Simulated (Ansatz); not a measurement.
CsH (CsCl type, Pm-3m) at seven volumes, DFT-r²SCAN in the program Ansatz with PAW potentials, scaled uniformly. One row is withheld.

| V (Å³/atom) | P (GPa) |
|---|---|
| 25.245 | 1.63 |
| 26.077 | ? |
| 26.909 | 0.45 |
| 27.741 | 0.00 |
| 28.574 | -0.38 |
| 29.406 | -0.71 |
| 30.238 | -0.98 |

Q: Fit the shown pressures and predict the withheld one.

A: Third-order Birch–Murnaghan: P = (3/2)B₀(x^(7/2) − x^(5/2))[1 + (3/4)(B′ − 4)(x − 1)] with x = (V₀/V)^(2/3). Least squares on the six rows gives V₀ = 27.739 Å³/atom, B₀ = 13.88 GPa, B′ = 4.65. At V = 26.077, x = 1.0421 and P = 0.99 GPa. The run itself gave 0.99 GPa.

The workflow started from a Materials Project entry (that database holds measured and hypothetical structures alike); the Crystallography Open Database copy checked does not list it. COD files the formula under space group No. 225. Whether it is the stable phase at ambient conditions was not checked. Symmetry was held in the r²SCAN relaxation; whether a distortion lowers the energy is not shown. Scalar-relativistic: spin–orbit coupling is off unless named, which matters more the heavier the elements.

Potentials: the later of the program's two PAW sets.
